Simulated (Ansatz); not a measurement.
Task: BN in space group P6_3mc (No. 186; B on 2a, B on 2b, N on 2a, N on 2b) is relaxed with plane-wave PAW r²SCAN (Ansatz code). What lattice parameters of the conventional cell result?

Result: a = 2.548 Å, c = 8.375 Å.

Task: Give the free coordinates with the occupied sites.

Result: In one choice of origin and axes:

```tsv
atom	site	symmetry	x	y	z
B	2a	3m.	0.0000	0.0000	0.4998
B	2b	3m.	0.3333	0.6667	0.2505
N	2a	3m.	0.0000	0.0000	0.3132
N	2b	3m.	0.3333	0.6667	0.0622
```

Task: Is it a metal or does it have a gap at this level?

Result: A gap of 6.08 eV, indirect.

A made-up cell: these elements were put on the sites of a structure type. Its sites differ from those of the usual phase in this space group: another stacking or structure type. The cell was relaxed with r²SCAN under the symmetry of its start; phonons on a q-mesh show no instability.

Potentials: the later of the program's two PAW sets.
